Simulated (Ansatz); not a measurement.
Problem. Each is relaxed and computed with PBEsol (plane waves, PAW; program Ansatz). Which is the only one with a gap?
A. V3Si, A15 (Cr3Si type)
B. Si3N4, P6_3/m (Si on 6h, N on 2c, N on 6h)
C. Y5Si3, P6_3/mcm (Y on 6g, Y on 4d, Si on 6g)
D. VSi2, P6_222 (V on 3d, Si on 6j)

Solution. B, Si3N4, P6_3/m (Si on 6h, N on 2c, N on 6h). Si3N4: gap 4.19 eV (indirect); VSi2: metal; Y5Si3: metal; V3Si: metal. Standing as an ambient phase not checked: Y5Si3, P6_3/mcm (Y on 6g, Y on 4d, Si on 6g). Began spin-polarised and lost the moments: V3Si, A15 (Cr3Si type). All cells were relaxed under the symmetry of their starts (and spin orders); stability against distortions was not tested throughout. Rows with no word on spin ran without spin polarisation. Scalar-relativistic: spin–orbit coupling is off unless named, which matters more the heavier the elements.

Potentials: the later of the program's two PAW sets.
